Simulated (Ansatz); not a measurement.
A generator proposed this cell of WSe3.

```cif
data_structure
_symmetry_space_group_name_H-M 'P 1'
_symmetry_Int_Tables_number 1
_cell_length_a 5.3050
_cell_length_b 5.3050
_cell_length_c 9.4506
_cell_angle_alpha 90.000
_cell_angle_beta 90.000
_cell_angle_gamma 120.000
_cell_volume 230.33
loop_
_atom_site_label
_atom_site_type_symbol
_atom_site_fract_x
_atom_site_fract_y
_atom_site_fract_z
_atom_site_occupancy
W1 W 0.33333 0.66667 0.25000 1
W2 W 0.66667 0.33333 0.75000 1
Se1 Se 0.00000 0.00000 0.25000 1
Se2 Se 0.00000 0.00000 0.75000 1
Se3 Se 0.33333 0.66667 0.58022 1
Se4 Se 0.66667 0.33333 0.08022 1
Se5 Se 0.66667 0.33333 0.41978 1
Se6 Se 0.33333 0.66667 0.91978 1
```

Method: DFT PBE, scalar-relativistic, plane waves, PAW in Ansatz. Cutoff 420 eV; k points 6×6×2 on the computed 8-atom cell (Γ-centred); Gaussian smearing, width 0.10 eV; collinear spin from starting moments 0.0 0.0 0.0 0.0 0.0 0.0 0.0 0.0 μB.

Energies over the elements count from the elements' standard structures at the same level, with no fitted energy shifts.

Question: Estimate its pressure, forces and energy as it stands.

Answer: The pressure is -16.8 GPa (the mean over three directions, positive in compression), the largest force is 0.26 eV/Å, and the energy is +1.24 eV/atom against the elements. The shortest distance is 3.06 Å.

Question: Is it a good guess?

Answer: A rough one: relaxing gains about 0.84 eV/atom (the start's value is from the coarse mesh, so the gain is rough) in 12 ionic steps and ends at +0.40 eV/atom on the finer mesh. The symmetry stays P6_3/mmc (No. 194). The end has the anti-Na3As type. The volume per atom shrinks by 34.0 %, from 28.8 to 19.0 Å³. The shortest distance goes from 3.06 Å (W–Se) to 2.67 Å (W–Se). Conventional cell: a = 4.623 Å, c = 8.216 Å. Around W lie 5 Se at 2.67–2.72 Å and 6 Se at 3.01 Å; Se on a site of symmetry -6m2 has 3 W at 2.67 Å and 6 Se at 3.01 Å; Se on a site of symmetry 3m has 1 W at 2.72 Å, 1 Se at 2.78 Å, 6 Se at 2.98–3.01 Å and 3 W at 3.01 Å.

The last run used a 12×12×6 mesh (in the run's order of axes) for its 8-atom cell and Gaussian smearing of 0.10 eV. Spin–orbit coupling, which can matter for W, is left out. The cell is a metal run without spin; a magnetic state may lie lower. The reference form of Se is held partly by dispersion forces, which this level lacks. The relaxation can't lower the symmetry of the start, and the grade says only how near the guess is to its own end. A structure relaxed within its symmetry needn't be a true minimum. Another cell of WSe3 relaxed alike, in Pmmn, lies 0.64 eV/atom lower, so this cell isn't the stable form at this level.
